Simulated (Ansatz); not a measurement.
TiN (rock salt)

```
TiN
1.0
    0.00000     4.23251     4.23251
    2.11625     0.00000     2.11625
    2.11625     2.11625     0.00000
N Ti
2 2
Direct
  0.00000   0.00000   0.00000
  0.50000   0.00000   0.00000
  0.25000   0.50000   0.50000
  0.75000   0.50000   0.50000
```

In each cell atom 4 (Ti, nearest neighbour N at 2.116 Å; its periodic images, 3.0 Å or more away, move with it) moves by s·(-1.000, 0.000, 0.000) (towards the nearest neighbour), the rest being held.

Method: r2SCAN (plane waves to 500 eV, PAW, scalar-relativistic; Ansatz, a program for electronic structure). k mesh 15×15×15 (Γ-centred), Fermi-Dirac smearing 0.05 eV. Energies are smeared free energies. Left out: 2 of 11 points, with atoms too close for the PAW data. With partly filled bands, energies and forces of such displacements shift with the k mesh and the smearing. TiN is run without spin polarisation. TiN was relaxed with its symmetry unable to fall. ΔE is measured from the undisplaced structure. The last digit holds for this mesh only.

```csv
s (Å),ΔE (meV/cell)
-0.336,755.4
-0.252,376.4
-0.168,149.8
-0.084,34.5
0.000,0.0
0.084,34.5
0.168,149.8
0.252,376.4
0.336,755.4
```

**Question.** What force constant k = d²E/ds² at s = 0 does the table give?

**Answer.** 9.5 eV/Å². It is the second difference of the nearest points, corrected with the next pair.

**Question.** With k = 9.46 eV/Å² from the forces, is the well harmonic out to s = 0.336 Å?

**Answer.** ½ks² = 534 meV/cell against the computed 755 meV/cell, so the well is stiffer than harmonic there.

(For displaced atoms, the force is minus the slope of the energy, and its curvature is a force constant, which sets phonon frequencies.)
